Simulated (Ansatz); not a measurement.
A frame of Mo11P9 from dynamics at 2870 K, with the forces (eV/Å) computed on a k mesh in the last three columns. All numbers below come from DFT PBE, scalar-relativistic, plane waves, PAW (Ansatz 0.2.0).

Cutoff 420 eV; k points 4×4×4 on the computed 20-atom cell (Γ-centred); Fermi–Dirac smearing, width 0.25 eV; no spin polarisation.

```xyz
20
Lattice="6.095 -0.085 0.179 -0.085 6.722 0.170 0.179 0.170 6.746" Properties=species:S:1:pos:R:3:forces:R:3 pbc="T T T"
Mo    4.180    5.204    1.483    1.050    0.990   -3.060
Mo    4.793    2.781    6.284   -4.410    0.530    0.880
Mo    2.215    4.110    0.623   -0.770   -2.460   -0.200
Mo    2.698    1.407    1.631    0.400   -1.160    0.250
Mo    0.084    2.421    1.807    0.130   -3.070   -1.570
Mo    0.806    6.146    0.882   -0.440    3.720   -2.730
Mo    1.957    5.835    3.181    1.100    0.680    2.000
Mo    3.559    0.291    5.697   -1.050    0.610    0.810
Mo    0.304    2.163    4.570    0.770   -1.090   -0.360
Mo    4.003    3.949    3.542    1.470   -1.840    0.110
Mo    5.448    6.549    3.204   -1.570    1.170    2.200
P     1.916    1.957    6.301   -0.200   -0.060    0.700
P     2.132    2.636    3.413   -0.570   -0.160   -1.760
P     0.405    6.554    5.067    2.250   -0.640    1.000
P     4.742    0.799    0.908    1.910   -2.100   -0.980
P     0.227    4.459    2.382    0.520    2.440    1.570
P     0.121    4.515    6.270    2.760    1.220    1.590
P     2.248    4.156    5.015   -2.060    1.330    0.130
P     4.323    4.990    5.567   -0.410    0.030   -0.080
P     4.234    1.632    3.913   -0.870   -0.130   -0.490
```

Static pressure 31.8 GPa (no kinetic part), no gap on the mesh.

Counting as bonded all pairs within 1.2 times the summed covalent radii:

```csv
atom → neighbour,mean count,mean length (Å),spread (Å)
Mo → Mo,8.18,3.02,0.34
Mo → P,4.73,2.50,0.23
P → Mo,5.78,2.50,0.23
P → P,1.33,2.32,0.11
```

Angles between all pairs of such bonds at an atom (mean ± spread): 95 ± 34° at Mo, 100 ± 32° at P.

Cost: 1 run of about 2.7 core-minutes, on Intel Xeon Processor @ 2.70GHz (shared hosts).